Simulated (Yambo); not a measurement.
Yambo run on PtS₂ (CdI2 type, space group P-3m1, No. 164). The wavefunctions come from this Quantum ESPRESSO step (PBE, PseudoDojo standard norm-conserving files, scalar-relativistic):

```
&CONTROL
  calculation = 'nscf'
  pseudo_dir = './pseudo'
  outdir = './out'
/
&SYSTEM
  ibrav = 0
  nat = 3
  ntyp = 2
  ecutwfc = 84.0
  ecutrho = 336.0
  occupations = 'fixed'
  force_symmorphic = .true.
  nbnd = 117
/
&ELECTRONS
  conv_thr = 3.0000000000000004e-09
  diago_full_acc = .true.
  diago_thr_init = 1e-08
/
ATOMIC_SPECIES
S 32.0600 S.upf
Pt 195.0840 Pt.upf
CELL_PARAMETERS angstrom
  3.548740004000   0.000000000000   0.000000000000
 -1.774370002000   3.073298995000   0.000000000000
  0.000000000000   0.000000000000   5.597070000000
ATOMIC_POSITIONS crystal
S   0.666666667000   0.333333333000   0.779660000000
S   0.333333333000   0.666666667000   0.220340000000
Pt   0.000000000000   0.000000000000   0.000000000000
K_POINTS automatic
6 6 4 0 0 0
```

Yambo input:

```
rim_cut
gw0
dyson
el_el_corr
HF_and_locXC
ppa
em1d
RandQpts= 1000000
RandGvec= 1 Ry
EXXRLvcs= 84 Ry
VXCRLvcs= 336 Ry
Chimod= "HARTREE"
% BndsRnXp
 5 | 116 |
%
NGsBlkXp= 8 Ry
% LongDrXp
 1.0 | 1.0 | 1.0 |
%
PPAPntXp= 27.2114 eV
% GbndRnge
 1 | 116 |
%
GTermKind= "BG"
DysSolver= "n"
ExtendOut
% QPkrange
 1 | 1 | 15 | 16 |
 3 | 3 | 15 | 16 |
 5 | 5 | 15 | 16 |
 8 | 8 | 15 | 16 |
 12 | 12 | 15 | 16 |
 19 | 19 | 15 | 16 |
 21 | 21 | 15 | 16 |
%
```

k points by index: 1 = Γ, 3 = A, 5 = (0, 0.167, 0.25), 8 = (0, 0.333, 0.25), 12 = L, 19 = K, 21 = H.

Resulting energies as the program prints them:

```
#    K-point    Band    Eo [eV]    E [eV]    E-Eo [eV]    Vxc [eV]    Vnlxc [eV]    Sc|Eo [eV]    Sc|E [eV]    dSc/dw|Eo [eV]    Re(Z)    Im(Z)
#
    1    15    -0.199076    -0.663293    -0.464217    -13.44193    -15.30320    1.262413    1.397054    -7.891146    0.775195    -0.001438
    1    16    2.663106    3.100978    0.437872    -16.70150    -12.99758    -3.140507    -3.266045    -7.799393    0.777224    -0.002014
    3    15    -0.783173    -1.270366    -0.487193    -13.81097    -15.92775    1.490164    1.629585    -7.785920    0.777525    -0.001395
    3    16    2.876535    3.340160    0.463625    -17.03372    -13.14477    -3.291892    -3.425321    -7.833410    0.776465    0.002714
    5    15    0.000000    -0.330384    -0.330384    -15.87779    -18.27193    1.969627    2.063760    -7.751160    0.778299    -0.001375
    5    16    1.632175    2.017515    0.385340    -16.37007    -13.03527    -2.846162    -2.949456    -7.293036    0.788633    -0.001216
    8    15    -0.505654    -0.865786    -0.360131    -15.54989    -18.14775    2.134567    2.237726    -7.792888    0.777371    -0.001309
    8    16    1.320755    1.717110    0.396356    -16.57460    -13.17528    -2.897539    -3.002961    -7.236320    0.789931    -0.001277
    12    15    -1.403576    -1.929957    -0.526381    -13.30548    -15.98717    2.001706    2.155306    -7.941643    0.774081    0.001413
    12    16    2.354542    2.804379    0.449836    -16.58114    -12.74967    -3.255395    -3.381634    -7.635333    0.780887    -0.001053
    19    15    -1.049373    -1.311125    -0.261751    -17.77083    -21.33549    3.228376    3.302907    -7.744369    0.778449    -0.001587
    19    16    1.349219    1.777367    0.428148    -16.46718    -12.84203    -3.082391    -3.196999    -7.282743    0.788868    -0.001295
    21    15    -1.332975    -1.585201    -0.252226    -18.11353    -21.97897    3.540736    3.613209    -7.812176    0.776937    -0.002437
    21    16    2.123230    2.576542    0.453312    -16.68010    -12.68076    -3.418637    -3.546025    -7.645667    0.780655    -0.001073
```
(The two width columns are left out.) Convergence of these settings isn't established.

Spin-orbit coupling is not included.

Geometry of the Materials Project entry, not relaxed at this level.

The distance between layers or molecules is the database entry's, not relaxed here. Functionals without dispersion can leave it too large, which widens gaps and weakens the response across layers: the numbers belong to this cell.
